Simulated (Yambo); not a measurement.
TaAgO$_{3}$ (space group R-3c, No. 167), G0W0@PBEsol in Yambo with this input:

```
rim_cut
gw0
dyson
el_el_corr
HF_and_locXC
ppa
em1d
RandQpts= 1000000
RandGvec= 1 Ry
EXXRLvcs= 84 Ry
VXCRLvcs= 336 Ry
Chimod= "HARTREE"
% BndsRnXp
 11 | 207 |
%
NGsBlkXp= 7 Ry
% LongDrXp
 1.0 | 1.0 | 1.0 |
%
PPAPntXp= 27.2114 eV
% GbndRnge
 1 | 207 |
%
GTermKind= "BG"
DysSolver= "n"
ExtendOut
```

On a 2×2×2 mesh, with wavefunctions cut at 84 Ry, the gap (L → F) is 3.626 eV and the valence edge shifts by -0.645 eV.

**Question.** What happens with this change: no random integration?

**Answer.** The gap falls by 0.063 eV, to 3.563 eV; the shift of the valence edge becomes -0.378 eV. Neither run is shown to be the converged limit. In the run with 207 bands and a 7 Ry block, which covers more k points, the smallest G0W0 gap is 3.47 eV, Γ → F. The mesh misses a band edge: along a dense path the PBEsol gap is 1.88 eV against 1.94 eV on the mesh.

Spin-orbit coupling is not included.

Geometry of the Materials Project entry, not relaxed at this level; primitive cell a = 5.6510 Å, b = 5.6510 Å, c = 5.6510 Å, α = 59.12°, β = 59.12°, γ = 59.12°.

The structure is a Materials Project entry; no match was found in the copy of COD used, and its stability was not checked.

A shift is the quasiparticle energy of the state minus its PBEsol energy.
